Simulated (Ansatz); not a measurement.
**A plane-wave run on Tl$_{3}$PI**

The input, for Ansatz 0.2.0 (plane waves, PAW):

```yaml
crystal:
  lattice:
    - [3.703716, 6.415024, 0.0]
    - [-3.703716, 6.415024, 0.0]
    - [0.0, 0.0, 6.591923]
  atoms:
    - { symbol: Tl, position: [0.16078, 0.16078, 0.25] }
    - { symbol: Tl, position: [0.83922, 0.32156, 0.75] }
    - { symbol: Tl, position: [0.67844, 0.16078, 0.25] }
    - { symbol: Tl, position: [0.83922, 0.83922, 0.75] }
    - { symbol: Tl, position: [0.16078, 0.67844, 0.25] }
    - { symbol: Tl, position: [0.32156, 0.83922, 0.75] }
    - { symbol: I, position: [0.66667, 0.66666, 0.25] }
    - { symbol: I, position: [0.33333, 0.33334, 0.75] }
    - { symbol: P, position: [0.0, 0.0, 0.0] }
    - { symbol: P, position: [0.0, 0.0, 0.5] }
  symmetry: { tolerance: 0.0003 }
kpoints:
  mp_grid: { grid: [5, 5, 5], shift: [0, 0, 0] }
  band_path:
    path:
      - [0.0, 0.0, 0.0]
      - [0.5, 0.0, 0.0]
      - [0.66666667, 0.33333333, 0.0]
      - [0.0, 0.0, 0.0]
      - [0.0, 0.0, 0.5]
      - [0.5, 0.0, 0.5]
      - [0.66666667, 0.33333333, 0.5]
      - [0.0, 0.0, 0.5]
      - [0.5, 0.0, 0.5]
      - [0.5, 0.0, 0.0]
      - [0.66666667, 0.33333333, 0.5]
    npoints: 6
magnetization:
  spin_polarized: false
scf:
  occupations: { method: fermi_dirac }
  lower_state_search: "off"
  max_iter: 200
hamiltonian:
  pseudopotentials: { kind: paw }
  xc: pbe
basis:
  ecutwfc: 420
  fft_grid_basis: typed
output:
  forces: true
  stress: true
  eigenvalues: true
  bader: true
  populations: true
  elf: true
  write_potential: true
  volumetric_format: npy
  dos:
    e_range: [-12, 8]
    de: 0.05
    projected: { site_lists: { I: [I], P: [P], Tl: [Tl] } }
checkpoint:
  read: saved_state
```

The saved state is an earlier solution for the same cell, perhaps on another mesh. 

Excerpt of what it printed:

```
Warning: the atoms were moved onto the symmetric positions of the space group found under crystal.symmetry.tolerance 3.0e-4 (fractional; no operation is sought that the atoms, as they stand in a round, miss by more than twice it, and no atom is moved by as much as it), and the run uses the moved positions.
Pseudopotentials: kind: paw
Pseudopotential: Tl, paw, valence charge 13, recommended cutoff 420 eV (normal), Tl.paw.azcp
Pseudopotential: I, paw, valence charge 17, recommended cutoff 420 eV (normal), I.paw.azcp
Pseudopotential: P, paw, valence charge 5, recommended cutoff 420 eV (normal), P.paw.azcp
Functional definition: PBE
  exchange = pbe_x(kappa = kappa, mu = beta*pi^2/3)
  correlation = pbe_c(beta = beta)
Crystal: 10 atoms, lattice volume = 313.241 Å³
Basis set: ecut = 420 eV, 6155 PW (Γ), exchange–correlation on 100×100×90 points (8 copies of the dense FFT grid, shifted against one another)
Bands: 74, of which v1, the nominal top of the filled ones, is band 61 counted from 1 (60 counted from 0)
Symmetry: 24 space group operations
Space group: P63/mmc (ITA 194), of the structure as read, at distance tolerance 2.0e-3 Å
k-points: 15 of 125
Initial density: read from a saved state, or passed on in memory by an earlier SCF of this step, an earlier step, the calling program or the single point that the run made first
Functional: x = pbe(κ = 0.804, μ = 0.2195), c = pbe(β = 0.0667)
SCF iter   1: F=—  Δρ=7.75e-4  dr2=4.97e-3
SCF iter   2: F=—  Δρ=3.17e-4  dr2=4.63e-4
SCF iter   3: F=—  Δρ=1.91e-4  dr2=2.48e-4
SCF iter   4: F=—  Δρ=5.74e-5  dr2=1.48e-5
SCF iter   5: F=—  Δρ=1.09e-5  dr2=8.96e-7
SCF iter   6: F=-85201.4086 eV  Δρ=2.98e-6  dr2=3.28e-8
Free energy (F): -85201.4086 eV
Harris-Foulkes:  -85201.4086 eV  (|F-HF|=4.57e-9)
Internal energy: -85201.2532 eV  (E = F + TS)
E sigma→0 (E₀):  -85201.3309 eV
Entropy (-TS):   -0.1554 eV (-15.543 meV/atom)
Fermi energy:    7.4368 eV
--- Forces (eV/Å), atoms counted from 1 ---
  atom   1  Tl     0.0000     2.1127     0.0000
  atom   2  Tl    -1.8297     1.0564     0.0000
  atom   3  Tl    -1.8297    -1.0564     0.0000
  atom   4  Tl     0.0000    -2.1127     0.0000
  atom   5  Tl     1.8297    -1.0564     0.0000
  atom   6  Tl     1.8297     1.0564     0.0000
  atom   7  I      0.0000     0.0000     0.0000
  atom   8  I      0.0000     0.0000     0.0000
  atom   9  P      0.0000     0.0000     0.0000
  atom  10  P      0.0000     0.0000     0.0000
--- Stress (GPa, compression-positive) ---
        5.6656       0.0000       0.0000
        0.0000       5.6656       0.0000
        0.0000       0.0000       8.5854
  P = ⅓ Tr σ = 6.6389 GPa (66.389 kbar)
--- Löwdin populations: 10 sites ---
  site symbol       q [e]
     0     Tl     12.9131
     1     Tl     12.9131
     2     Tl     12.9131
     3     Tl     12.9131
     4     Tl     12.9131
     5     Tl     12.9131
     6      I     17.0489
     7      I     17.0489
     8      P      5.0644
     9      P      5.0644
  spilling = 0.0024 (of n_electrons = 122.0000)
```

Absolute energies hang on the potentials; compare differences alone.

Origin: a known structure type with other elements, at an estimated volume, so it need not be a known compound. Caveats: atoms or cell far from equilibrium.
